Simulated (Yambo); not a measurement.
KI (rock salt, space group Fm-3m, No. 225), G0W0@PBEsol in Yambo with this input:

```
rim_cut
gw0
dyson
el_el_corr
HF_and_locXC
ppa
em1d
RandQpts= 1000000
RandGvec= 1 Ry
EXXRLvcs= 74 Ry
VXCRLvcs= 296 Ry
Chimod= "HARTREE"
% BndsRnXp
 1 | 176 |
%
NGsBlkXp= 6 Ry
% LongDrXp
 1.0 | 1.0 | 1.0 |
%
PPAPntXp= 27.2114 eV
% GbndRnge
 1 | 176 |
%
GTermKind= "BG"
DysSolver= "n"
ExtendOut
```

On a 4×4×4 mesh, with wavefunctions cut at 74 Ry, the gap (Γ → Γ) is 5.687 eV and the valence edge shifts by -1.543 eV.

Q: What happens with this change: no terminator?

A: The gap falls by 0.042 eV, to 5.645 eV; the shift of the valence edge becomes -1.429 eV. Neither run is shown to be the converged limit.

Spin-orbit coupling is included.

Geometry relaxed with PBEsol; primitive cell a = b = c = 4.9526 Å, α = β = γ = 60.00°.

A shift is the quasiparticle energy of the state minus its PBEsol energy.
